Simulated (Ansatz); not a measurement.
# Structures of Ru$_{2}$Se: which is lowest?

Plane-wave DFT in Ansatz with scalar-relativistic PAW potentials, cutoff 420 eV, Γ-centred meshes chosen by cell and gap, Gaussian smearing with energies taken to zero width. Every cell was relaxed (cell and atoms) in a run of its own, within the symmetry of its start. Functional: PBE.

Relaxed structures (starts from databases or built by putting these elements on another compound's sites):
A. P6/mmm, 3 atoms in the computed cell, a = 4.280 Å, c = 2.972 Å; sites (symmetry × multiplicity) Ru -6m2 × 2, Se 6/mmm × 1; start: built
B. P4_2/mnm, 6 atoms in the computed cell, a = 5.336 Å, c = 3.756 Å; sites (symmetry × multiplicity) Ru m.2m × 4, Se m.mm × 2; start: built

Rank them by energy. Could pressure change the order?

```tsv
structure	group	E − E(lowest) (meV/atom)	V (Å³/atom)	gap on mesh (eV)
A	P6/mmm	0.0	15.71	0.00
B	P4_2/mnm	25.1	17.82	0.00
```

A is lowest, 25 meV/atom under B. The lowest is also the densest of these, so pressure wouldn't bring one of the others in at first order. Other structures may lie lower than all of these, and vibrations aren't counted.